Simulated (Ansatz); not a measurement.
A relaxed cell of Ti (Im-3m (No. 229)), relaxed on a k-mesh at least as fine as the one used below. Calculation: r2SCAN (plane waves to 500 eV, PAW, scalar-relativistic; Ansatz, a quantum-chemistry and plane-wave program). Γ-centred k-mesh 7×14×14 on the run's cell (coarser than for final values), Fermi–Dirac smearing 0.05 eV.

```yaml
crystal:
  lattice:
    - [-3.25310, 3.25310, 3.25310]
    - [1.62655, -1.62655, 1.62655]
    - [1.62655, 1.62655, -1.62655]
  atoms:
    - { symbol: Ti, position: [0.00000, 0.00000, 0.00000] }
    - { symbol: Ti, position: [0.50000, 0.00000, 0.00000] }
```

The atoms are displaced along an unstable phonon of this cell by (Å):

```json
[
 {"atom": "Ti1", "ux": "0.000", "uy": "0.106", "uz": "-0.106"},
 {"atom": "Ti2", "ux": "0.000", "uy": "-0.106", "uz": "0.106"}
]
```

Q: What forces (eV/Å) and pressure result?

A: 
```
atom    Fx     Fy     Fz
----  ----  -----  -----
Ti1   0.00   0.23  -0.23
Ti2   0.00  -0.23   0.23
```

Pressure +0.1 GPa.

Q: Estimate the energy cost of the displacement in the harmonic approximation and compare with the calculation.

A: For a harmonic well ΔE = −½ Σ F·u = -0.048 eV a cell, or -24 meV/atom. The calculated energy relative to the undisplaced cell is -0.05 eV/atom, so anharmonic terms matter at this amplitude.

The undisplaced cell is probably no minimum: from this displacement the run went on to P6₃/mmc (No. 194), 0.14 eV/atom below it.

No spin polarisation in the result.
